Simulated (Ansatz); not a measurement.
K2S:
```
K2S
1.0
    0.00000     3.66791     3.66791
    3.66791     0.00000     3.66791
    3.66791     3.66791     0.00000
K S
2 1
Cartesian
  1.83395   1.83395   1.83395
  5.50186   5.50186   5.50186
  0.00000   0.00000   0.00000
```

Tensor components refer to the Cartesian frame of this cell.

Problem. Give the high-frequency dielectric tensor and the Born effective charge tensors of the independent atoms from DFPT, DFT-PBEsol in the program Ansatz with PAW potentials.

Solution. 
ε∞:
```
3.16  0.00  0.00
0.00  3.16  0.00
0.00  0.00  3.16
```
Z* of atom 1 (K), rows: field, columns: displacement, in e:
```
0.97  0.00  0.00
0.00  0.97  0.00
0.00  0.00  0.97
```
Z* of atom 3 (S), rows: field, columns: displacement, in e:
```
-1.93   0.00   0.00
 0.00  -1.93   0.00
 0.00   0.00  -1.93
```

Space group Fm-3m (anti-fluorite). Symmetry was held in the PBEsol relaxation.

Potentials: the later of the program's two PAW sets.
